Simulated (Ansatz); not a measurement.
The cell below belongs to a search over invented structures; it isn't taken from experiment.

Input and command of a plane-wave DFT calculation in Ansatz:

```yaml
crystal:
  lattice:
    - [5.0926261436, 0.0, 0.0]
    - [0.0, 3.9171475664, 0.0]
    - [0.0, 0.0, 23.8]
  atoms:
    - { symbol: Re, position: [0.5, 0.5, 0.2941176471], spin: 0.65 }
    - { symbol: Sb, position: [0.0, 0.5, 0.2941176471] }
    - { symbol: C, position: [0.5, 0.0, 0.2941176471] }
  periodic: [true, true, false]
basis:
  ecutwfc: 420
kpoints:
  mp_grid: { grid: [10, 12, 1] }
hamiltonian:
  xc: pbe
scf:
  occupations: { method: gaussian, width: 0.1 }
output:
  forces: true
  stress: true
  eigenvalues: true
  populations: true
magnetization:
  spin_polarized: true
relax:
  adjacent_minimum: "off"
  f_tol: 0.01
  max_steps: 80
  cell: { stress_2d_tol: 0.02 }
```

```bash
ansatz run input.yaml --threads 1 --pin off --max-ram 2048MiB --backend cpu --events-out ev --progress --plain --runs-dir out
```

Processor: Intel(R) Xeon(R) 6975P-C (Granite Rapids), 1 thread, on a host shared with other jobs.

**Question.** Estimate time, memory and problem size.

**Answer.** About 3.3 min, peak memory 1.1 GiB. It solves 22 bands at 42 k points (after reduction by symmetry) with about 9427 plane waves (on the last cell), in 41 SCF iterations over 5 ionic steps.
